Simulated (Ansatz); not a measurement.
Data:

CdTe:
```yaml
crystal:
  lattice:
    - [4.52482, 0.00000, 0.00000]
    - [-2.26241, 3.91861, 0.00000]
    - [0.00000, 0.00000, 7.42667]
  atoms:
    - { symbol: Cd, position: [0.33333, 0.66667, 0.50042] }
    - { symbol: Cd, position: [0.66667, 0.33333, 0.00042] }
    - { symbol: Te, position: [0.66667, 0.33333, 0.37458] }
    - { symbol: Te, position: [0.33333, 0.66667, 0.87458] }
```

This is the LDA-relaxed structure. x, y and z are the axes in which the lattice vectors are written.

Q: All from DFT-LDA in the program Ansatz with PAW potentials, unless another level is named. Give the hole effective mass, band 1 of 2 at the edge.

A: 1.1 along x, 1.1 along z (mₑ).

Q: Next, the electron effective mass?

A: 0.053, 0.056, 0.056 mₑ (principal values).

Q: And the band gap?

A: 0.65 eV (direct).

Q: What about the formation energy from the elements (no fitted shifts)?

A: -0.36 eV/atom.

Space group P6_3mc (wurtzite). The first step of the workflow began from a Materials Project structure, measured or hypothetical; the Crystallography Open Database copy checked does not list it. It is not the phase usual at ambient conditions (space group No. 216). The LDA relaxation kept the symmetry of its start; whether a distortion lowers the energy is not shown. The references are the lowest solids computed at this level, not always the standard phases. Scalar-relativistic: spin–orbit coupling is off unless named, which matters more the heavier the elements.

Potentials: the earlier of the program's two PAW sets. The files were generated under PBE; for other functionals the program regenerates the frozen cores, and for LDA and PBEsol the local potential too.
